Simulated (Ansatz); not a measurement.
ZnInGaO$_{4}$ (InGaZnO4 type, space group R3m)

```yaml
crystal:
  lattice:
    - [1.65535, 0.95571, 8.58736]
    - [-1.65535, 0.95571, 8.58736]
    - [0.00000, -1.91143, 8.58736]
  atoms:
    - { symbol: In, position: [0.99693, 0.99693, 0.99693] }
    - { symbol: Ga, position: [0.21290, 0.21290, 0.21290] }
    - { symbol: Zn, position: [0.78126, 0.78126, 0.78126] }
    - { symbol: O, position: [0.13651, 0.13651, 0.13651] }
    - { symbol: O, position: [0.87897, 0.87897, 0.87897] }
    - { symbol: O, position: [0.28863, 0.28863, 0.28863] }
    - { symbol: O, position: [0.70480, 0.70480, 0.70480] }
```

E(V) scan at fixed shape, V₀ the volume above. The atoms relax within the cell's symmetry.

Computed with r2SCAN (plane waves to 500 eV, PAW, scalar-relativistic; Ansatz, an electronic-structure program). k mesh 12×12×12 (Γ-centred), Fermi-Dirac smearing 0.05 eV. Energies are smeared free energies. Stress and pressure are positive under compression. ZnInGaO4 was relaxed with its symmetry unable to fall. The zero of ΔE is the relaxed starting cell.

### Question
Estimate the ΔE (kJ/mol of atoms) and P (GPa) for V/V₀ = 0.840, 0.904, 0.936, 1.032, 1.096, 1.128.

### Answer
| V/V₀ | ΔE (kJ/mol of atoms) | P (GPa) |
|---|---|---|
| 0.840 | 22.22 | 46.4 |
| 0.904 | 7.01 | 22.8 |
| 0.936 | 2.93 | 13.8 |
| 1.032 | 0.61 | -5.3 |
| 1.096 | 4.93 | -13.5 |
| 1.128 | 8.31 | -16.6 |

(Under strain, the slope of the energy per volume gives the stress and its curvature an elastic modulus.)
